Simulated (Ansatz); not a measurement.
HfC, DFT, PBEsol, all-electron PAW with datasets made for the crystal, scalar-relativistic (Ansatz 0.2.0), run on 1 thread of Arm Neoverse V1 on a shared host.

The geometry is COD entry 1539502, unchecked; take it as a test cell. The listed cell was then made from it by scaling, straining or moving an atom.

Command: `ansatz run input.yaml --threads 1 --pin off --max-ram 3072MiB --backend cpu --events-out ev --progress --plain --runs-dir out`

```yaml
crystal:
  lattice:
    - [-0.06975, 2.290125, 2.290125]
    - [2.290125, -0.06975, 2.290125]
    - [2.290125, 2.290125, -0.06975]
  atoms:
    - { symbol: Hf, position: [0.5, 0.5, 0.5] }
    - { symbol: C, position: [0.0, 0.0, 0.0] }
kpoints:
  mp_grid: { grid: [15, 15, 15] }
scf:
  occupations: { method: fermi_dirac, width: 0.05 }
hamiltonian:
  xc: pbesol
  pseudopotentials: { kind: all_electron, datasets: crystal }
output:
  forces: true
  stress: true
  eigenvalues: true
  efg: { contact_densities: true }
```

Q: How large is the problem that the program sets up?

A: 344 irreducible k-points, 447 plane waves at Γ, 19 bands.

Q: About how long does it take, and how much memory does it use?

A: 49 s of wall time for 10 SCF iterations, with a peak of 0.93 GiB. Times on shared machines scatter by tens of per cent.

Q: And the same cell and mesh by PAW with the default files, asked for forces, stress, eigenvalues, efg, on the same hardware?

A: 11 s, peak memory 0.47 GiB.
